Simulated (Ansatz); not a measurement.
GaN:
```yaml
crystal:
  lattice:
    - [0.00000, 2.24912, 2.24912]
    - [2.24912, 0.00000, 2.24912]
    - [2.24912, 2.24912, 0.00000]
  atoms:
    - { symbol: Ga, position: [0.00000, 0.00000, 0.00000] }
    - { symbol: N, position: [0.25000, 0.25000, 0.25000] }
```

Relaxed with PBEsol. Special points in fractions of this cell's reciprocal vectors: Γ (0.000, 0.000, 0.000); X (0.500, 0.000, 0.500); U (0.625, 0.250, 0.625); K (0.375, 0.375, 0.750); L (0.500, 0.500, 0.500); W (0.500, 0.250, 0.750).

**Question.** List the band energies nearest the valence-band maximum at these points for DFT-PBEsol in the program Ansatz with PAW potentials.

**Answer.** In eV from the valence-band maximum; about four levels below and three above (degenerate sets whole), none deeper than 8.9 eV; … stands for higher levels left out; points with the same levels are listed once.

```csv
k,below,above
Γ,0.00 0.00 0.00,1.70 …
X,-6.20 -2.75 -2.75,3.22 6.59 …
U,-5.94 -4.34 -2.21,4.88 7.85 …
L,-7.15 -0.98 -0.98,4.59 8.65 …
W,-5.77 -3.77 -3.72,6.12 8.41 …
```

Space group F-43m (zinc blende). The cell was relaxed with PBEsol under the symmetry of its start. Spin–orbit coupling is left out wherever it is not named.

Potentials: the later of the program's two PAW sets.
